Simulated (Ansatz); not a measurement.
Sc$_{3}$InN (anti-perovskite, space group No. 221) under volume change, PBEsol (plane waves, PAW; program Ansatz), scaled uniformly.

```
V (Å³/atom)  E − E(relaxed) (meV/atom)  P (GPa)
-----------  -------------------------  -------
15.668                             ___      ___
16.185                            24.7     8.08
16.701                             5.9     3.73
17.218                             0.0     0.01
17.734                             5.3    -3.18
18.251                             ___      ___
18.767                            42.9    -8.25
```

Q: Some entries are withheld; supply them.

A: 
- 18.251, E − E(relaxed) (meV/atom): 20.0
- 18.251, P (GPa): -5.91
- 15.668, E − E(relaxed) (meV/atom): 58.7
- 15.668, P (GPa): 13.16

Q: What does a third-order Birch–Murnaghan fit give for V₀, B₀ and B′?

A: V₀ = 17.22 Å³/atom, B₀ = 115 GPa, B′ = 4.2.

Space group Pm-3m (anti-perovskite). The workflow started from an entry of the Crystallography Open Database (COD). Its standing as an ambient phase is unchecked. The cell was relaxed with PBEsol under the symmetry of its start; its stability against distortions is not shown here. The run is not spin-polarised.

Potentials: the later of the program's two PAW sets.
